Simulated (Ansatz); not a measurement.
Ni$_{2}$Ge:
Space group P6₃/mmc (No. 194); a = b = 3.9780 Å, c = 5.0370 Å, α = β = 90.00°, γ = 120.00°

```csv
atom,site,symmetry,x,y,z
Ni,2d,-6m2,0.6667,0.3333,0.2500
Ni,2a,-3m.,0.0000,0.0000,0.0000
Ge,2c,-6m2,0.3333,0.6667,0.2500
```

Relaxed at zero pressure with r²SCAN (plane waves, PAW; program Ansatz).

Question: The volume is raised by 6 % and shape and atoms relax at that volume. What pressure results, and how do the axes share the change?

Answer: -9.8 GPa; a 1.6 %, b 1.6 %, c 2.6 %; the energy rises by 22 meV/atom.

Question: Give the new structure.

Answer: 
Space group P6₃/mmc (No. 194); a = 4.043 Å, b = 4.043 Å, c = 5.170 Å, α = 90.00°, β = 90.00°, γ = 120.00°

```csv
atom,site,symmetry,x,y,z
Ni,2d,-6m2,0.6667,0.3333,0.2500
Ni,2a,-3m.,0.0000,0.0000,0.0000
Ge,2c,-6m2,0.3333,0.6667,0.2500
```

The phase is kept; no other phase was compared at this pressure.

Space group P6_3/mmc. The workflow started from a Materials Project entry (that database holds measured and hypothetical structures alike); the Crystallography Open Database copy checked does not list it. Whether it is the stable phase at ambient conditions was not checked. The cell was relaxed with r²SCAN under the symmetry of its start; whether a distortion lowers the energy is not shown. The run is not spin-polarised.

Potentials: the later of the program's two PAW sets.
